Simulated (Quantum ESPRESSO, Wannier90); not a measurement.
**Wannierisation of GeSe (rock salt)**

```
CELL_PARAMETERS angstrom
      0.00000     2.80845     2.80845
      2.80845     0.00000     2.80845
      2.80845     2.80845     0.00000
ATOMIC_POSITIONS crystal
  Ge 0.00000 0.00000 0.00000
  Se 0.50000 0.50000 0.50000
```

Cell from Materials Project (mp-10759), symmetrised, no further relaxation. Not found in the COD (Crystallography Open Database) copy used, which has the formula in other groups; not checked further. Method: PBEsol plane waves in Quantum ESPRESSO 7.5 (PseudoDojo norm-conserving files, 69 Ry, spinors with spin-orbit coupling), Bloch states on a 8×8×8 mesh through Γ, Wannier90 4.0.1. Density: 10×10×10 mesh, Gaussian smearing 0.01 Ry. The gap is small at this level and was sampled on the meshes and a path alone.

Base run: 16 functions from bands 21-50 of the 50 computed, start hydrogen-like Ge: s;p; Se: s;p, centres 0.05 Å off the atoms, frozen window up to 1.66 eV relative to the valence-band maximum, outer window open. One thing is changed at a time; window edges are relative to the valence-band maximum. The misfit compares interpolated bands with pw.x on a high-symmetry path, for states up to 1.2 eV relative to the valence-band maximum. Converged means that the tolerances were met: symmetric starts can stop on a saddle, which shows as a larger Ω_OD at equal Ω_I and can move the misfit too.

```tsv
setting	functions	frozen to (eV)	Ω_I (Å²)	Ω_D (Å²)	Ω_OD (Å²)	rms misfit (meV)	worst (meV)	ended
base	16	1.66	19.06	0.00	4.59	3.3	29	converged
frozen window to 0.66 eV	16	0.66	17.96	0.00	4.57	34	267	converged
frozen window to -0.34 eV	16	-0.34	17.86	0.00	4.57	54	360	converged
frozen window to -1.34 eV	16	-1.34	17.54	0.00	4.56	75	494	converged
frozen window to 5.21 eV	16	5.21	–	–	–	–	–	stops: too many frozen states
no frozen window	16	none	15.51	0.00	4.42	315	1152	converged
outer window to 7.98 eV	16	1.66	22.17	0.00	4.80	1.1	6.9	converged
outer window to 4.98 eV	16	1.66	–	–	–	–	–	stops: too few bands in the window
```
